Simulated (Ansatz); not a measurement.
## BaTiO₃: do energies and stresses tell the same story?

All numbers below come from Ansatz, DFT r2SCAN, scalar-relativistic, plane waves, PAW.

Settings: cutoff 500 eV, Γ-centred mesh 8×8×8 on the computed 5-atom cell, Gaussian smearing of 0.02 eV; no spin polarisation.

Relaxed cell: Pm-3m, a = 3.994 Å, b = 3.994 Å, c = 3.994 Å, α = 90.00°, β = 90.00°, γ = 90.00°, 5 atoms in the primitive cell. Whether it is the stable form of this composition wasn't checked.

Energies at zero smearing and pressures from the stress tensor, at volumes with shape and atoms relaxed:
```
V (Å³/atom) E − E(first) (meV/atom) P (GPa)
     11.214                     0.00    30.71
     11.596                   -61.41    21.03
     11.978                  -101.55    12.84
     12.361                  -123.68     5.89
     12.743                  -130.51     0.00
     13.125                  -124.39    -5.00
     13.507                  -107.25    -9.25
     14.017                   -70.12   -13.92
```

Check P = −dE/dV between neighbouring volumes, and get the bulk modulus from the pressures alone.

With 1 eV/Å³ = 160.2 GPa:
```tsv
middle V (Å³/atom)	−ΔE/ΔV (GPa)	mean P (GPa)
11.405	25.736	25.870
11.787	16.824	16.938
12.169	9.273	9.368
12.552	2.866	2.948
12.934	-2.568	-2.501
13.316	-7.184	-7.124
13.762	-11.669	-11.582
```

The two differ by 0.13 GPa at most. The mean of two end pressures misses the average over a step by about ΔV² P″/12, up to 0.13 GPa here; with that taken off 0.00 GPa remains. Around V = 12.743 Å³/atom, the two neighbours give B = −V ΔP/ΔV = 12.743 × 10.90 / 0.765 = 181.6 GPa, against B0 = 180.6 GPa from the Birch–Murnaghan fit of the energies.

Spin-orbit coupling is left out, which matters for the bands of heavy elements.

A ferromagnetic start lost its moments in a first run, so spin was left out; other magnetic orders weren't tried.

Symmetry holds off the tilts and polar distortions that many cubic perovskites undergo.

Cost: 9 runs of about 1.3 core-minutes in all, on Intel Xeon 6975P-C (Granite Rapids) (shared hosts).